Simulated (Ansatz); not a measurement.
An Ansatz input:

```yaml
crystal:
  lattice:
    - [-1.6770590326, 1.6769839612, 1.150618641]
    - [1.6769839612, -1.6770590326, 1.150618641]
    - [2.7427834415, 2.7427834415, -1.1507561343]
  atoms:
    - { symbol: Cr, position: [0.9999879136, 1.20864e-05, 0.0], spin: 1.5 }
    - { symbol: Cr, position: [0.7500120864, 0.2499879136, 0.5], spin: 1.5 }
hamiltonian:
  xc: lda
  pseudopotentials:
    kind: paw
    azcp:
      Cr: "pseudopotentials/Cr.paw.azcp"
basis:
  ecutwfc: 420
  fft_grid_basis: typed
kpoints:
  mp_grid: { grid: [17, 17, 9], shift: [0, 0, 0] }
magnetization:
  spin_polarized: true
scf:
  occupations: { method: fermi_dirac, width: 0.05 }
  lower_state_search: "off"
output:
  stress: true
  write_density: true
  write_potential: true
  elf: true
  volumetric_format: npy
```

Terminal output

```
Warning: the record states the generating functional pbe (its physics header spells it `PBE`), which answers neither for hamiltonian.xc's functional nor for the lda family's — results may be inconsistent (PPs are generated against a specific XC)
Engine: ansatz 0.2.0, aarch64-unknown-linux-gnu
Pseudopotentials: kind: paw
Pseudopotential: Cr, paw, valence charge 14, recommended cutoff 420 eV (normal) 
Functional definition: SPW92
  exchange = slater_x
  correlation = pw_c
Crystal: 2 atoms, lattice volume = 21.170 Å³
Basis set: ecut = 420 eV, 417 PW (Γ)
Bands: 20, of which v1, the nominal top of the filled ones, is band 14 counted from 1 (13 counted from 0)
Symmetry: 4 space group operations
Space group: C2/c (ITA 15), of the structure as read, at distance tolerance 2.8e-5 Å
Magnetic group: BNS 15.85 (UNI 92), of the structure as read, at distance tolerance 2.8e-5 Å
k-points: 693 of 2601
Non-local potential: Cr, projectors of the file, l = 0: 3, l = 1: 2, l = 2: 3, l = 3: 1
PAW form: soft (Blöchl's): semilocal exchange-correlation on the pseudo side does not see the compensation charge
PAW frozen core: Cr, regenerated for the run's functional, and the local potential with it (the file was generated under x = pbe(κ = 0.804, μ = 0.2195149727645171), c = pbe(β = 0.06672455060314922))
PAW one-centre angular grid: Cr, 590 points (default); XC on 64 Gauss nodes
Initial density: superposition of atomic densities (chi_scale 0.1, normalization cell)
Starting moments: Σ|m| = 3 μB on 2 of 2 sites
Initial wavefunctions: pseudopotential atomic-orbital guess
Functional: x = slater, c = lda
SCF iter   1: F=—  HF=-6648.083826 eV  |F-HF|=—  |Δ(HF+E_count)|=         —  Δρ=2.40e-1 (↑2.40e-1 ↓6.66e-2)  dr2=9.85e0  dr2_m=3.12e0  M=0.615 μB ∫|m|=0.626 μB  β_m=0.30  ethr=3.10e-3  ⟨swp⟩=3.4  Hψ=98754  notcnv=0
SCF iter   2: F=—  HF=-6646.223413 eV  |F-HF|=—  |Δ(HF+E_count)|=    1.86e0  Δρ=1.50e-1 (↑1.50e-1 ↓5.57e-2)  dr2=2.97e0  dr2_m=1.64e0  M=0.550 μB ∫|m|=0.559 μB  β_m=0.30  ethr=3.10e-3  ⟨swp⟩=2.2  Hψ=61305  notcnv=0  defer=955
SCF iter   3: F=—  HF=-6645.522871 eV  |F-HF|=—  |Δ(HF+E_count)|=   7.01e-1  Δρ=7.11e-2 (↑6.09e-2 ↓7.11e-2)  dr2=6.61e-2  dr2_m=7.97e-1  M=0.561 μB ∫|m|=0.562 μB  β_m=0.30  ethr=3.10e-3  ⟨swp⟩=2.6  Hψ=54590  notcnv=0  defer=944
SCF iter   4: F=—  HF=-6645.559310 eV  |F-HF|=—  |Δ(HF+E_count)|=   3.64e-2  Δρ=5.76e-2 (↑5.76e-2 ↓4.69e-2)  dr2=2.52e-2  dr2_m=5.28e-1  M=0.428 μB ∫|m|=0.430 μB  β_m=0.30  ethr=2.36e-4  ⟨swp⟩=3.0  Hψ=68845  notcnv=0  defer=620
SCF iter   5: F=—  HF=-6645.608549 eV  |F-HF|=—  |Δ(HF+E_count)|=   4.92e-2  Δρ=4.21e-2 (↑3.98e-2 ↓4.21e-2)  dr2=1.05e-3  dr2_m=3.25e-1  M=0.347 μB ∫|m|=0.348 μB  β_m=0.30  ethr=9.00e-5  ⟨swp⟩=2.1  Hψ=48910  notcnv=0  defer=620
SCF iter   6: F=—  HF=-6645.647238 eV  |F-HF|=—  |Δ(HF+E_count)|=   3.87e-2  Δρ=3.31e-2 (↑3.22e-2 ↓3.31e-2)  dr2=1.95e-4  dr2_m=2.07e-1  M=0.273 μB ∫|m|=0.275 μB  β_m=0.30  ethr=3.74e-6  ⟨swp⟩=2.2  Hψ=52589  notcnv=0  defer=620
SCF iter   7: F=—  HF=-6645.670630 eV  |F-HF|=—  |Δ(HF+E_count)|=   2.34e-2  Δρ=2.62e-2 (↑2.59e-2 ↓2.62e-2)  dr2=2.66e-5  dr2_m=1.31e-1  M=0.215 μB ∫|m|=0.217 μB  β_m=0.30  ethr=6.96e-7  ⟨swp⟩=2.1  Hψ=54297  notcnv=0  defer=620
...
WARN: the starting moments were not kept: the SCF closed with an absolute magnetisation of 2.1e-6 μB, where they sum to 3 μB in size (2 sites). That is at most 0.1 of that sum. Measured as dr2_m measures the in/out step, that magnetisation stands 9.2e-13 eV from none, at or under the dr2_threshold of 1.0e-7 eV: it is no larger than a step whose dr2_m would equal this threshold. The system may hold no moment; this SCF shows only that its start led to no more than that. To try another start: raise the starting moments (crystal.atoms[].spin, magnetization.per_species, magnetization.initial_magnetization, or on a non-collinear deck that types none of these the spinor_matrix: blocks that start its atoms; where the total moment is fixed, keep their sum and leave initial_magnetization as it is; typed ones take the place of any that the run laid by itself, positive ones on a crystal's lanthanoids without a Hubbard term where scf.initial_density.shell_occupations: [] is typed) or, if the notice of its spin-set hold's release reads "site moments contracting" or "site moments show no strong build", lengthen the hold (scf.mixing.spin_hold: { on: { confirm: 4 } }; for m-r²SCAN on two components see the key's manual first). Each may lead to a state that holds a moment. A second SCF, from the converged charge density, with the starting moments and any scf.initial_density.shell_occupations laid on it anew, would have followed, and was not run: the deck does not ask for one (magnetization.retry_lost_moments is false, the default). To let it run, set magnetization.retry_lost_moments: true and run the deck again, where that key's refused combinations let it; where memory then withholds it, that run's warning says so.
SCF 1 converged in 15 iterations: F = -6645.708267 eV  dr2 = 7.22e-11
SCF converged after 15 iterations
Magnetization: -0.0000 μB (14.0000 up, 14.0000 down)
Absolute magnetization: 0.0000 μB (∫|ρ↑−ρ↓|, with the PAW one-centre terms)
Spin contamination: 0.0000 ħ² per cell (⟨S²⟩ above its minimum at these occupations)
Per-site moments (μB) at R_I (Å): [(-5.947252135516578e-7, 0.9492603798352099), (-5.947252136002448e-7, 0.9492603798352099)]
Free energy (F): -6645.708267 eV
Harris-Foulkes:  -6645.708267 eV  (|F-HF|=5.28e-11)
Internal energy: -6645.695416 eV  (E = F + TS)
E sigma→0 (E₀):  -6645.701842 eV
Entropy (-TS):   -0.012850 eV (-6.425 meV/atom)
Fermi energy:    20.976971 eV
--- Per-component energies (eV) ---
  E_band       = -236.119886
  E_kinetic    = 694.353145
  E_local      = -2227.218778  (includes V_loc(G=0)·N_el)
  E_nonlocal   = 169.567646
  E_hartree    = 985.786077
  E_xc         = -280.435262
  E_vxc        = -359.805946  (∫ρ·V_xc dr)
  E_paw        = -2284.280500  (= ΣΔE_a)
  E_vpaw       = -484.589126  (= ΣTr[D̂ρ^β])
  E_aug_tail   = 0.000648  (compensation charges beyond the density's cutoff)
  E_ewald      = -3704.198641
  E_core_change = 0.730249  (= ΣΔE_core)
  E_smearing   = -0.012850  (= −TS)
  E_closure    = 0.000000  (closes the sum)
  Σ components = -6645.708267   (vs F -6645.708267, Δ=0.00e0)
--- Stress (GPa, compression-positive) ---
       12.531799       0.427087       0.017478
        0.427087      12.531799       0.017478
        0.017478       0.017478      12.675020
  P = ⅓ Tr σ = 12.5795 GPa (125.795 kbar)
--- Band table (eV; the first three rows and the last of 1386) ---
  k-point 0 ↑: bands = ["-50.1090", "-49.7560", "-22.3194", "-21.4833", "-21.1198", "-20.9719", "-20.9658", "-20.8978", "13.0533", "16.3153", "18.9618", "19.1943", "20.0540", "21.4183", "21.7871", "21.8020", "22.6979", "22.7353", "22.8171", "24.0743"]
  k-point 1 ↑: bands = ["-50.0986", "-49.7669", "-22.2784", "-21.4746", "-21.1375", "-20.9651", "-20.9640", "-20.9428", "13.2028", "16.3350", "18.9584", "19.1698", "20.1196", "21.2480", "21.8225", "21.8862", "22.4045", "22.6177", "22.7798", "24.0120"]
  k-point 2 ↑: bands = ["-50.0686", "-49.7982", "-22.1596", "-21.4491", "-21.1811", "-21.0714", "-20.9588", "-20.9529", "13.6358", "16.3522", "18.9705", "19.1164", "20.3137", "20.8664", "21.4082", "21.9587", "22.0201", "22.3735", "22.9037", "23.8605"]
  k-point 692 ↓: bands = ["-49.8481", "-49.8424", "-22.2385", "-22.2277", "-21.1833", "-21.1629", "-21.0427", "-21.0400", "16.3550", "16.4064", "18.1660", "18.1732", "21.6618", "21.7593", "22.4681", "22.4821", "23.4597", "23.4841", "23.8722", "24.1732"]
```
